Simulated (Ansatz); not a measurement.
A generator proposed this cell of BaSnGe.

```yaml
crystal:
  lattice:
    - [4.68826, 0.00000, 0.00000]
    - [-2.34413, 4.06015, 0.00000]
    - [0.00000, 0.00000, 4.99009]
  atoms:
    - { symbol: Ba, position: [0.00000, 0.00000, 0.00000] }
    - { symbol: Sn, position: [0.66667, 0.33333, 0.50000] }
    - { symbol: Ge, position: [0.33333, 0.66667, 0.50000] }
```

Computed with DFT PBE, scalar-relativistic, plane waves, PAW (Ansatz 0.2.0). Settings: cutoff 420 eV, Γ-centred mesh 6×6×4 on the computed 3-atom cell, Gaussian smearing of 0.10 eV; no spin polarisation.

Energies over the elements count from the elements' standard structures at the same level, with no fitted energy shifts. The references include grey tin.

Question: Estimate its pressure, forces and energy as it stands.

Answer: The pressure is 1.9 GPa (the mean over three directions, positive in compression), the largest force is 0.00 eV/Å (symmetry fixes the atoms), and the energy is −0.48 eV/atom against the elements. The shortest distance is 2.71 Å.

Question: Is it a good guess?

Answer: A good one: relaxing gains under 0.1 eV/atom (the start's value is from the coarse mesh, so the gain is rough) in 4 ionic steps and ends at −0.49 eV/atom on the finer mesh. The symmetry stays P-6m2 (No. 187). The volume per atom grows by 4.1 %, from 31.7 to 33.0 Å³. The shortest distance goes from 2.71 Å (Sn–Ge) to 2.79 Å (Sn–Ge). Conventional cell: a = 4.824 Å, c = 4.906 Å. Ba has 6 Ge at 3.71 Å and 6 Sn at 3.71 Å; Sn has 3 Ge at 2.79 Å and 6 Ba at 3.71 Å; Ge is surrounded by 3 Sn at 2.79 Å and 6 Ba at 3.71 Å.

The last run used a 12×12×10 mesh (in the run's order of axes) for its 3-atom cell and Gaussian smearing of 0.10 eV. The relaxation can't lower the symmetry of the start, and the grade says only how near the guess is to its own end. Symmetry constrained the relaxation, so the result can be a saddle point.
